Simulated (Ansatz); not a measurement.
ScCo2Si2:
```
CELL_PARAMETERS angstrom
     -1.87285     1.87285     4.77288
      1.87285    -1.87285     4.77288
      1.87285     1.87285    -4.77288
ATOMIC_POSITIONS crystal
  Sc 0.00000 0.00000 0.00000
  Co 0.25000 0.75000 0.50000
  Co 0.75000 0.25000 0.50000
  Si 0.62472 0.62472 0.00000
  Si 0.37528 0.37528 0.00000
```

Relaxed with r²SCAN. Special points in fractions of this cell's reciprocal vectors: Γ (0.000, 0.000, 0.000); X (0.000, 0.000, 0.500); P (0.250, 0.250, 0.250); N (0.000, 0.500, 0.000); M (0.500, 0.500, -0.500); S (0.288, 0.712, -0.288); S0 (-0.288, 0.288, 0.288); R (-0.077, 0.077, 0.500); G (0.500, 0.500, -0.077).

List the band energies nearest the Fermi level at these points for DFT-r²SCAN in the program Ansatz with PAW potentials.

In eV from the Fermi level; about four levels below and three above (degenerate sets whole), none deeper than 8.9 eV; points with the same levels are listed once.

```tsv
k	below	above
Γ	-0.98 -0.72 -0.72 -0.46	0.17 2.19 2.42 2.42
X	-1.65 -1.33 -1.14 -1.11	0.46 0.66 3.16
P	-1.52 -1.52 -1.13 -1.12	0.58 0.58 2.84
N	-1.87 -1.82 -1.41 -1.12	0.05 1.42 1.83
M	-0.91 -0.43 -0.43 -0.11	0.17 1.00 2.05
S	-1.98 -1.73 -1.68 -1.68	0.11 0.14 0.36
R	-1.54 -1.39 -1.15 -0.73	0.46 0.81 3.06
```

Space group I4/mmm. The first step of the workflow began from a Materials Project structure, measured or hypothetical; the Crystallography Open Database copy checked does not list it. Whether it is the stable phase at ambient conditions was not checked. Symmetry was held in the r²SCAN relaxation; whether a distortion lowers the energy is not shown. No spin polarisation was allowed.

Potentials: the later of the program's two PAW sets.
